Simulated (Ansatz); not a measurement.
SiGeC₂:
```
CELL_PARAMETERS angstrom
      3.17790     0.00000     0.00000
      0.00000     3.17790     0.00000
      0.00000     0.00000     4.48703
ATOMIC_POSITIONS crystal
  Si 0.00000 0.00000 0.00000
  C  0.50000 0.00000 0.23548
  Ge 0.50000 0.50000 0.50000
  C  0.00000 0.50000 0.76452
```

Relaxed with PBE. Special points in fractions of this cell's reciprocal vectors: Γ (0.000, 0.000, 0.000); X (0.000, 0.500, 0.000); M (0.500, 0.500, 0.000); Z (0.000, 0.000, 0.500); R (0.000, 0.500, 0.500); A (0.500, 0.500, 0.500).

List the band energies nearest the valence-band maximum at these points for the program Ansatz at the PBE level (PAW).

In eV from the valence-band maximum; about four levels below and three above (degenerate sets whole), none deeper than 8.9 eV; points with the same levels are listed once.

```json
[
 {"k": "Γ", "below": "-3.43 -3.43 -0.33 0.00 0.00", "above": "1.86 3.61 4.58"},
 {"k": "X", "below": "-4.56 -4.35 -1.68 -1.11", "above": "4.66 5.59 7.30"},
 {"k": "M", "below": "-3.51 -3.35 -3.35 -3.21", "above": "1.50 1.50 2.95"},
 {"k": "Z", "below": "-2.37 -2.37 -1.80 -1.80", "above": "3.23 4.01 5.45"},
 {"k": "R", "below": "-1.60 -1.33 -1.13 -0.92", "above": "3.75 4.57 6.53"},
 {"k": "A", "below": "-5.02 -4.74 -4.74 -4.73", "above": "5.29 5.29 7.30"}
]
```

Space group P-4m2. The start of the workflow was typed in or built on a structure type; neither database checked (COD, Materials Project) lists it. Whether it is the stable phase at ambient conditions was not checked. Symmetry was held in the PBE relaxation; its stability against distortions is not shown here. Scalar-relativistic: spin–orbit coupling is off unless named, which matters more the heavier the elements.

Potentials: the earlier of the program's two PAW sets.
